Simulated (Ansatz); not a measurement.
TaAs2: computed property card

TaAs2:
```yaml
crystal:
  lattice:
    - [4.63384, 1.67456, 0.00000]
    - [-4.63384, 1.67456, 0.00000]
    - [-3.80599, 0.00000, 6.68535]
  atoms:
    - { symbol: Ta, position: [0.84296, 0.15704, 0.80472] }
    - { symbol: Ta, position: [0.15704, 0.84296, 0.19528] }
    - { symbol: As, position: [0.14032, 0.85968, 0.52764] }
    - { symbol: As, position: [0.85968, 0.14032, 0.47236] }
    - { symbol: As, position: [0.59434, 0.40566, 0.89128] }
    - { symbol: As, position: [0.40566, 0.59434, 0.10872] }
```

Space group C2/m (No. 12); conventional cell a = 9.268 Å, b = 3.349 Å, c = 7.693 Å, α = γ = 90.00°, β = 119.65°.

Method: DFT-LDA in the program Ansatz with PAW potentials. Structure relaxed to zero pressure with the same functional. Other levels are named where they apply.

Cell and energy:

```yaml
volume_per_atom: 17.29 Å³
density: 10.59 g/cm³
Formation energy from the elements (no fitted shifts): -0.54 eV/atom
```

Electronic structure:

```yaml
electronic_character: metallic (no gap)
Density of states at the Fermi level: 0.08 states/eV per atom (mean over ±0.08 eV)
```

Mechanics:

```yaml
Bulk modulus (Birch–Murnaghan fit): 1510 kbar
Pressure derivative B′: 4.4
```

The first step of the workflow began from a Materials Project structure, measured or hypothetical; the Crystallography Open Database copy checked does not list it. Its standing as an ambient phase is unchecked. The LDA relaxation kept the symmetry of its start; its stability against distortions is not shown here. No spin polarisation was allowed. The references are the lowest solids computed at this level, not always the standard phases. Spin–orbit coupling is left out wherever it is not named.

Potentials: the later of the program's two PAW sets.
